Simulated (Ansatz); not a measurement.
TiO2 (anatase)

```
CELL_PARAMETERS angstrom
     -1.88893     1.88893     4.79189
      1.88893    -1.88893     4.79189
      1.88893     1.88893    -4.79189
ATOMIC_POSITIONS crystal
  Ti 0.50000 0.50000 0.00000
  Ti 0.25000 0.75000 0.50000
  O  0.29273 0.29273 0.00000
  O  0.04273 0.54273 0.50000
  O  0.45727 0.95727 0.50000
  O  0.70727 0.70727 0.00000
```

E(V) scan at fixed shape, V₀ the volume above. The atoms relax within the cell's symmetry.

Calculation: r2SCAN (plane waves to 500 eV, PAW, scalar-relativistic; Ansatz, an electronic-structure program). k mesh 12×12×12 (Γ-centred), Fermi-Dirac smearing 0.05 eV. The energy includes the smearing's −TS. With the shape held, the modulus is that of even scaling; a crystal free to change shape is softer. TiO2 is run without spin polarisation. TiO2 was relaxed with its symmetry unable to fall. The zero of ΔE is the relaxed starting cell.

```tsv
V (Å³/atom)	ΔE (meV/atom)
10.259	89.2
10.487	54.9
10.715	29.7
10.943	12.7
11.171	3.1
11.399	0.0
11.627	2.8
11.854	11.0
12.082	23.9
12.310	41.0
12.538	61.9
```

**Question.** What is the fitted pressure derivative B₀′?

**Answer.** 4.5.

**Question.** What bulk modulus at fixed cell shape B₀ follows from a third-order Birch-Murnaghan fit?

**Answer.** 207 GPa. Check by three points about V = 11.399 Å³/atom, step 0.228: d²E/dV² ≈ (3.1 − 2·0.0 + 2.8) meV / 0.228² = 0.114 eV/Å⁶, and V·d²E/dV² × 160.2 = 207 GPa.

(Under strain, the slope of the energy per volume gives the stress and its curvature an elastic modulus.)
